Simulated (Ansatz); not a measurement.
Equation of state of tantalum, hcp

All numbers below come from DFT, BLYP, plane waves (420 eV) with PAW, scalar-relativistic in Ansatz. (PAW data from PBE, frozen cores regenerated.)

The cell is scaled uniformly from the relaxed one, with fractional coordinates and shape fixed. Energies are extrapolated to zero smearing, pressures are those at the given smearing. Magnetic state: spin not included.

| V (Å³/atom) | E − E₀ (meV/atom) | P (GPa) |
| --- | --- | --- |
| 17.037 | 187.2 | 28.74 |
| 17.811 | 77.7 | 17.34 |
| 18.586 | 18.2 | 7.96 |
| 19.360 | -0.1 | 0.24 |
| 20.135 | 15.6 | -6.10 |
| 20.909 | 59.2 | -11.31 |
| 21.683 | 125.7 | -15.56 |

Question: Fit a third-order Birch-Murnaghan equation.

Answer: V₀ = 19.36 Å³/atom, B₀ = 174 GPa, B₀′ = 3.9.
